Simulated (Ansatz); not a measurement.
Scan of one atom of the cell for HfO2 (tetragonal-ZrO2 type, space group P4_2/nmc)

Relaxed HfO2 (tetragonal-ZrO2 type, space group P4_2/nmc):

```
CELL_PARAMETERS angstrom
      3.60482     0.00000     0.00000
      0.00000     3.60482     0.00000
      0.00000     0.00000     5.26502
ATOMIC_POSITIONS crystal
  Hf 0.00000 0.00000 0.00000
  Hf 0.50000 0.50000 0.50000
  O  0.00000 0.50000 0.19324
  O  0.00000 0.50000 0.69324
  O  0.50000 0.00000 0.30676
  O  0.50000 0.00000 0.80676
```

In this cell atom 4 (O, nearest neighbour Hf at 2.070 Å; its periodic images, 3.6 Å or more away, move with it) is moved by s along Cartesian z, unit vector (0.000, 0.000, 1.000); all other atoms and the cell stay fixed.

Method: PBE (plane waves to 420 eV, PAW, scalar-relativistic; Ansatz, an electronic-structure program). k mesh 7×7×5 (Γ-centred), Fermi-Dirac smearing 0.05 eV. The energy includes the smearing's −TS. Stress and pressure are positive under compression. F∥ is the force on the atom along that direction. HfO2 is run without spin polarisation. HfO2 was relaxed with its symmetry unable to fall. Spin-orbit coupling is left out, though Hf is heavy. The PAW data are Ansatz's earlier set. This is a high-temperature form of HfO2. The zero of ΔE is the undisplaced structure.

| s (Å) | ΔE (meV/cell) | P (GPa) | F∥ (eV/Å) |
|---|---|---|---|
| -0.410 | 1145 | 10.7 | 5.699 |
| -0.328 | 726 | 7.8 | 4.510 |
| -0.246 | 405 | 5.2 | 3.339 |
| -0.164 | 178 | 3.0 | 2.193 |
| -0.082 | 44 | 1.3 | 1.080 |
| 0.000 | 0 | 0.0 | 0.000 |
| 0.082 | 43 | -0.8 | -1.050 |
| 0.164 | 171 | -1.2 | -2.075 |
| 0.246 | 383 | -1.0 | -3.082 |
| 0.328 | 677 | -0.4 | -4.082 |
| 0.410 | 1053 | 0.9 | -5.086 |

Key numbers:

Energy at s = 0.410 Å: 1053 meV/cell
Force along the line at s = -0.410 Å: 5.70 eV/Å
Symmetry of the curve: not even: the negative side lies higher at ±0.410 Å
Shape of the curve: a single well with its minimum at or next to zero displacement
Force constant k = d²E/ds² at s = 0 (finite differences): 13.0 eV/Å²
Harmonic estimate at the end of the scan: ½ks² = 1091 meV/cell against the computed 1053 meV/cell, so the well is close to harmonic there

(A displaced cell: forces are minus the slopes of the energy, force constants its curvatures, and phonons follow from these.)
